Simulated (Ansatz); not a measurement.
This run works on a generated trial structure, not on a known crystal.

Input and command of a plane-wave DFT calculation in Ansatz:

```yaml
crystal:
  lattice:
    - [4.63699974, 0.0, 0.0]
    - [-2.31849987, 4.01575957, 0.0]
    - [0.0, 0.0, 8.31394403]
  atoms:
    - { symbol: Cd, position: [0.0, 0.0, 0.5] }
    - { symbol: Co, position: [0.33333333, 0.66666667, 0.5], spin: 3.0 }
    - { symbol: Co, position: [0.66666667, 0.33333333, 0.5], spin: 3.0 }
    - { symbol: Se, position: [0.0, 0.0, 0.0] }
    - { symbol: Se, position: [0.66666667, 0.33333333, 0.0] }
    - { symbol: Se, position: [0.33333333, 0.66666667, 0.0] }
basis:
  ecutwfc: 420
kpoints:
  mp_grid: { grid: [3, 3, 2] }
hamiltonian:
  xc: pbe
scf:
  occupations: { method: gaussian, width: 0.15 }
  lower_state_search: "off"
output:
  forces: true
  stress: true
  eigenvalues: true
  populations: true
magnetization:
  spin_polarized: true
relax:
  adjacent_minimum: "off"
  f_tol: 0.08
  max_steps: 16
  cell: { stress_tol: 0.8 }
```

```bash
ansatz run input.yaml --threads 1 --pin off --max-ram 2560MiB --backend cpu --events-out ev --progress --plain --runs-dir out
```

Processor: Arm Neoverse V1, 1 thread, on a host shared with other jobs.

Problem. How long does it run, and how much memory does it take?

Solution. About 3.1 min, peak memory 0.51 GiB. It solves 65 bands at 6 k points (after reduction by symmetry) with about 2171 plane waves (on the last cell), in 210 SCF iterations over 13 ionic steps.
